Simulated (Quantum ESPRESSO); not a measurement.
Parts of the isotropic shielding in AgCl, by PBE GIPAW on JTH datasets (Quantum ESPRESSO, modified build), 25 Ha, k-mesh 8×8×8 shifted:

```xyz
2
Lattice="0.0000 2.7731 2.7731 2.7731 0.0000 2.7731 2.7731 2.7731 0.0000" Properties=species:S:1:pos:R:3 pbc="T T T"
Ag     2.7731     2.7731     2.7731
Cl     0.0000     0.0000     0.0000
```
The cell was made here from an entry of the Crystallography Open Database (unchecked): atoms relaxed with PBE in the measured cell (PBE without dispersion, pw.x of Quantum ESPRESSO, symmetry kept).  Stability against distortions was not tested. The run has no spin polarisation.

The core term is that of the free atom's frozen core; the paramagnetic column sums the reconstruction terms. Shieldings are absolute and leave out the bulk-susceptibility term; a larger σ means a smaller chemical shift. In our sweeps, cutoffs and meshes of this size left a few ppm, and up to some 20 ppm on atoms from Zn on. Spin–orbit coupling is left out; its weight grows with the heaviest atom, Ag here. The datasets of Cl hold no d projectors, which limits absolute σ on these atoms. With so small a Kohn–Sham gap, σ hangs strongly on the functional and the mesh. Static lattice: thermal averaging is not included.

| site | core | bare (smooth current) | diamagnetic correction | paramagnetic corrections | σ_iso (ppm) |
|---|---|---|---|---|---|
| Ag (atom 1) | 4673.9 | 34.3 | 111.3 | [?] | [?] |
| Cl (atom 2) | 1050.8 | 72.9 | -12.4 | [?] | [?] |

Task: Some entries are withheld; supply them.

Result: 
- Ag (atom 1), paramagnetic corrections: -1439.1
- Ag (atom 1), σ_iso (ppm): 3380.4
- Cl (atom 2), paramagnetic corrections: -217.3
- Cl (atom 2), σ_iso (ppm): 894.0
